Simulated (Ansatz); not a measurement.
Values for one crystal, relaxed and computed with plane-wave PAW r²SCAN (Ansatz code); other levels are named.

```yaml
volume_per_atom: 13.51 Å³
electronic_character: metallic (no gap)
Gap with spin–orbit coupling: none (metallic)
Formation energy from the elements (no fitted shifts): -0.62 eV/atom
Density of states at the Fermi level: 0.36 states/eV per atom (mean over ±0.08 eV)
```

### Question
Which compound is it?
(A) Ta2SiN, P6_3/mmc (Si on 2d, Ta on 4f, N on 2a)
(B) Zr2N, anti-rutile
(C) LaAlSi, I4_1md (La on 4a, Al on 4a, Si on 4a)
(D) LaSi2Pt, Cmcm (La on 4c, Si on 4c, Si on 4c, Pt on 4c)

### Answer
A, Ta2SiN, P6_3/mmc (Si on 2d, Ta on 4f, N on 2a)

The start of the workflow was typed in or built on a structure type; neither database checked (COD, Materials Project) lists it. Its standing as an ambient phase is unchecked. The r²SCAN relaxation kept the symmetry of its start; whether a distortion lowers the energy is not shown. No spin polarisation was allowed. The references are the lowest solids computed at this level, not always the standard phases (solids in place of the gases). Spin–orbit coupling is left out wherever it is not named.

Potentials: the earlier of the program's two PAW sets.
